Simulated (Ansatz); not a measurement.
**Computed properties of AlPd**

AlPd:
```cif
data_Al2Pd2
_chemical_formula_sum 'Al2 Pd2'
_space_group_name_H-M_alt 'P 1'
_space_group_IT_number 1
_cell_length_a 5.23779
_cell_length_b 5.23779
_cell_length_c 4.25743
_cell_angle_alpha 90.000
_cell_angle_beta 90.000
_cell_angle_gamma 148.688
loop_
_space_group_symop_operation_xyz
  'x, y, z'
loop_
_atom_site_label
_atom_site_type_symbol
_atom_site_fract_x
_atom_site_fract_y
_atom_site_fract_z
_atom_site_occupancy
Al1 Al 0.65205 0.34795 0.25000 1
Pd1 Pd 0.90892 0.09108 0.25000 1
Al2 Al 0.34795 0.65205 0.75000 1
Pd2 Pd 0.09108 0.90892 0.75000 1
```

Space group Cmcm (No. 63); conventional cell a = 2.8270 Å, b = 10.0869 Å, c = 4.2574 Å, α = β = γ = 90.00°.

Method: PBE in the plane-wave PAW code Ansatz. The cell and atoms are relaxed at this level. Other levels are named where they apply.

Cell and energy:

- Volume per atom: 15.18 Å³
- Density: 7.30 g/cm³
- Formation energy from the elements (no fitted shifts): -69 kJ/mol-atom

Electronic structure:

* **Electronic character**: metallic (no gap)
* **Density of states at the Fermi level**: 0.37 states/eV per atom (mean over ±0.08 eV)

The start of the workflow was typed in or built on a structure type; neither database checked (COD, Materials Project) lists it. Whether it is the stable phase at ambient conditions was not checked. The PBE relaxation kept the symmetry of its start; its stability against distortions is not shown here. The run is not spin-polarised. Axis ratios of metals converge slowly with the k-mesh, so a and c are less sure than the volume. The references are the lowest solids computed at this level, not always the standard phases. Scalar-relativistic: spin–orbit coupling is off unless named, which matters more the heavier the elements.

Potentials: the later of the program's two PAW sets.
